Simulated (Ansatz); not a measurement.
A scan (energy against volume; even scaling of the relaxed cell, symmetry kept) gave these values. Method: r2SCAN (plane waves to 500 eV, PAW, scalar-relativistic; Ansatz, an electronic-structure program).

Bulk modulus B₀ (third-order Birch-Murnaghan fit): 23.1 GPa
Pressure derivative B₀′ (fit): 5.7
Equilibrium volume of the fit: 28.88 Å³/atom

### Question
Of these crystals, all scanned alike, which one is it?
(A) BP (zinc blende)
(B) Cs₂LiYCl₆ (space group Fm-3m)
(C) KBr (rock salt)
(D) InP (zinc blende)

### Answer
B, Cs₂LiYCl₆ (space group Fm-3m). The others have, for the bulk modulus: BP 169 GPa, KBr 15.9 GPa, InP 68.0 GPa

All were relaxed with their symmetry unable to fall. Cs2LiYCl6 is run without spin polarisation.

(A scan under strain: stresses follow from slopes of the energy per volume, elastic moduli from its curvatures.)
